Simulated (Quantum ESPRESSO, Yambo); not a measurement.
A free-standing AlCl₃ monolayer (symmetry P-31m, slab cell 15.7 Å high). The layer was cut from Materials Project entry mp-25469 and relaxed with PBEsol in a cell 15.7 Å high, with the Coulomb interaction truncated along z. Chain: PBEsol (pw.x of Quantum ESPRESSO, ONCV potentials, scalar-relativistic); G0W0 in Yambo (6×6×1 Γ-centred k mesh, 178 bands and a 5 Ry block in the screening, 178 bands in G with the Bruneval-Gonze terminator, plasmon pole fitted at 27.2 eV, slab-truncated Coulomb interaction, stochastic integration of W near q = 0); BSE (12×12×1 mesh, 13 valence and 7 conduction bands, static screening with 114 bands and a 3 Ry block, scissor 3.69 eV, Tamm-Dancoff, stochastic integration of W near q = 0).

The PBEsol gap (dense path) comes out as 5.55 eV and the PBEsol gap M → M on the GW mesh is 5.55 eV. The PBEsol smallest direct gap on the GW mesh, at M comes out as 5.55 eV. The G0W0 direct gap at that point comes out as 9.24 eV. The G0W0 correction to the gap M → M is 3.69 eV and the lowest exciton is no binding energy given (see below). The RPA in-plane polarisability along x is 0.97 Å (6×6×1 mesh, PBEsol bands).

Rough cost of the Yambo steps against G0W0 for 6 states: BSE about 4×, one RPA spectrum about 1/20.

Convergence of the G0W0 settings was not tested. The BSE states are vertical excitations (zero momentum). Convergence of the RPA response with its 6×6×1 mesh was not tested. The run can't give a binding energy: its band window is complete only up to 12.12 eV, too close above the direct gap of 9.24 eV.

This is a model layer cut from the bulk structure; whether it is stable on its own was not checked.
